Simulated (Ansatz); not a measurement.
Input:

Mn$_{2}$SiB$_{2}$:
```cif
data_B2Mn2Si
_chemical_formula_sum 'Si1 Mn2 B2'
_space_group_name_H-M_alt 'P 1'
_space_group_IT_number 1
_cell_length_a 5.42498
_cell_length_b 5.42498
_cell_length_c 2.75794
_cell_angle_alpha 90.000
_cell_angle_beta 90.000
_cell_angle_gamma 147.987
loop_
_space_group_symop_operation_xyz
  'x, y, z'
loop_
_atom_site_label
_atom_site_type_symbol
_atom_site_fract_x
_atom_site_fract_y
_atom_site_fract_z
_atom_site_occupancy
Si1 Si 0.00000 0.00000 0.00000 1
Mn1 Mn 0.36464 0.63536 0.50000 1
Mn2 Mn 0.63536 0.36464 0.50000 1
B1 B 0.20623 0.79377 0.00000 1
B2 B 0.79377 0.20623 0.00000 1
```
The run is spin-polarised; directions of the spins, atom by atom: 0 ↑ ↑ 0 0.

This is the PBE-relaxed structure.

Question: All from plane-wave PAW PBE (Ansatz code), unless another level is named. Give the electronic character.

Answer: metallic (no gap).

Question: What about the density of states at the Fermi level?

Answer: 0.44 states/eV per atom (mean over ±0.08 eV).

Question: Give the formation energy from the elements (no fitted shifts).

Answer: -0.34 eV/atom.

Space group Cmmm. The start of the workflow was typed in or built on a structure type; neither database checked (COD, Materials Project) lists it. Whether it is the stable phase at ambient conditions was not checked. Symmetry was held in the PBE relaxation; whether a distortion lowers the energy is not shown. The final state is ferromagnetic, chosen from 2 collinear starts compared on coarse meshes (ties went to the first, and starts can fall back to one state), not a proven ground state. The references are the lowest solids computed at this level, not always the standard phases.

Potentials: the later of the program's two PAW sets.
